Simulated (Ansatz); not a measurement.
Here is the system:

MgO:
```cif
data_Mg6O6
_chemical_formula_sum 'Mg6 O6'
_space_group_name_H-M_alt 'P3m1'
_space_group_IT_number 156
_space_group_name_Hall 'P 3 -2"'
_cell_length_a 3.26552
_cell_length_b 3.26552
_cell_length_c 15.50808
_cell_angle_alpha 90.000
_cell_angle_beta 90.000
_cell_angle_gamma 120.000
loop_
_atom_site_label
_atom_site_type_symbol
_atom_site_symmetry_multiplicity
_atom_site_Wyckoff_symbol
_atom_site_fract_x
_atom_site_fract_y
_atom_site_fract_z
_atom_site_occupancy
Mg1 Mg 1 a 0.00000 0.00000 0.35188 1
Mg2 Mg 1 a 0.00000 0.00000 0.02070 1
Mg3 Mg 1 b 0.33333 0.66667 0.18630 1
Mg4 Mg 1 b 0.33333 0.66667 0.51808 1
Mg5 Mg 1 b 0.33333 0.66667 0.85250 1
Mg6 Mg 1 c 0.66667 0.33333 0.68629 1
O1 O 1 a 0.00000 0.00000 0.14833 1
O2 O 1 a 0.00000 0.00000 0.47955 1
O3 O 1 b 0.33333 0.66667 0.98146 1
O4 O 1 b 0.33333 0.66667 0.31391 1
O5 O 1 b 0.33333 0.66667 0.64704 1
O6 O 1 c 0.66667 0.33333 0.81396 1
```

This is the PBEsol-relaxed structure.

Problem. All from plane-wave PAW PBEsol (Ansatz code), unless another level is named. Predict the static dielectric constant ε0 (ions relaxed, cell fixed).

Solution. 5.79 (xx = yy), 6.54 (zz).

Problem. Give the electronic dielectric constant ε∞ (DFPT).

Solution. 3.06 (xx = yy), 3.12 (zz).

Problem. What about the Born charges (a third of the trace)?

Solution. Mg +1.82 to +1.83, O -1.83 to -1.82 e.

The workflow started from a Materials Project entry (that database holds measured and hypothetical structures alike); the Crystallography Open Database copy checked does not list it. It is not the phase usual at ambient conditions (space group No. 225). Symmetry was held in the PBEsol relaxation; its stability against distortions is not shown here.

Potentials: the earlier of the program's two PAW sets. The files were generated under PBE; for other functionals the program regenerates the frozen cores, and for LDA and PBEsol the local potential too.
